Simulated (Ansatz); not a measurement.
Does relaxation matter for the field gradients of KCl with Ba replacing K?

Start: a supercell of KCl (rock salt type, Fm-3m) built from an entry of the Crystallography Open Database (COD), with all atoms left at the host's positions.

Space group Fm-3m (No. 225); a = 18.8788 Å.

| site | Wyckoff | site symmetry | x | y | z |
| --- | --- | --- | --- | --- | --- |
| Ba | 4a | m-3m | 0.0000 | 0.0000 | 0.0000 |
| K2 | 48h | m.m2 | 0.1667 | 0.1667 | 0.0000 |
| K5 | 32f | .3m | 0.3333 | 0.1667 | 0.1667 |
| K15 | 24e | 4m.m | 0.5000 | 0.5000 | 0.3333 |
| Cl28 | 32f | .3m | 0.1667 | 0.1667 | 0.1667 |
| Cl30 | 24e | 4m.m | 0.5000 | 0.5000 | 0.1667 |
| Cl32 | 48i | m.m2 | 0.5000 | 0.3333 | 0.3333 |
| Cl41 | 4b | m-3m | 0.5000 | 0.5000 | 0.5000 |

One atom of each set is listed; the run and its k-mesh use a cell of 54 atoms with edges of 13.35, 13.35, 13.35 Å.

The numbers come from a DFT calculation in Ansatz (PBE, plane waves and PAW, scalar-relativistic, collinear spin, 420 eV cutoff, Γ-centred 2×2×2 k-points, Fermi–Dirac smearing 0.01 eV). Start moments as typed (μB): 1 on each Ba, none on the rest.

The largest force at the start is 0.16 eV/Å. Relaxing the ions at fixed cell moves them by 0.074 Å at most (atom 36, Cl) and 0.044 Å rms.

| site | moved (Å) | first shell before | first shell after | V_zz before (10²¹ V/m²) | η before |
| --- | --- | --- | --- | --- | --- |
| Ba | 0.000 | 6 Cl at 3.15 Å | 6 Cl at 3.07 Å | 0.00 | – |
| K2 | 0.072 | 6 Cl at 3.15 Å | 6 Cl at 3.11–3.20 Å | -0.20 | 0.16 |
| K5 | 0.006 | 6 Cl at 3.15 Å | 6 Cl at 3.15 Å | 0.008 | 0.00 |
| K15 | 0.015 | 6 Cl at 3.15 Å | 6 Cl at 3.13–3.24 Å | 0.24 | 0.00 |
| Cl28 | 0.012 | 6 K at 3.15 Å | 6 K at 3.14–3.15 Å | 0.17 | 0.00 |
| Cl30 | 0.074 | 5 K at 3.15 Å, 1 Ba at 3.15 Å | 1 Ba at 3.07 Å, 5 K at 3.20–3.24 Å | 1.14 | 0.00 |
| Cl32 | 0.024 | 6 K at 3.15 Å | 6 K at 3.11–3.15 Å | 0.20 | 0.44 |

(1) What are V_zz and η after the relaxation?

Results:

(1) 

| site | V_zz after | η after | change of V_zz |
| --- | --- | --- | --- |
| Ba | 0.00 | – | 0.00 |
| K2 | -0.29 | 0.05 | -0.09 |
| K5 | -0.033 | 0.00 | -0.04 |
| K15 | 0.49 | 0.00 | +0.25 |
| Cl28 | -0.075 | 0.00 | -0.25 |
| Cl30 | 0.89 | 0.00 | -0.25 |
| Cl32 | -0.081 | 0.41 | – |

The largest change of V_zz along a kept axis is on K15, from 0.24 to 0.49. V_zz changes sign on Cl28 (same axis). On Cl32 the largest principal value lies along another axis in the second run, so the two V_zz can't be compared directly. Other sites without a gradient aren't listed. The electronic state changes along with the positions (absolute moment from 0.7 to 0.0 μB), so the changes aren't those of geometry alone.

The defect repeats with the cell of 54 atoms, so it feels its images: sites between two images don't show the values beside a lone defect, and zeros or small values of η there can come from the images' arrangement. The defect cell has no gap above 0.1 eV on its mesh, so the values can hang on the smearing and the k-mesh. Without spin–orbit coupling (the program notes it for Ba) the gradients can shift somewhat, as the gap is small.
Before: The run lost most of its start moments on Ba; a state with other moments may lie lower. The neighbours have not yet relaxed around the defect (largest force 0.16 eV/Å), so a real crystal will differ.
After: The relaxation keeps the site symmetry m-3m of the start, so the impurity can't leave its site; a distortion that would localise the partly filled state isn't explored. The start moments die out, and the run ends without spin.
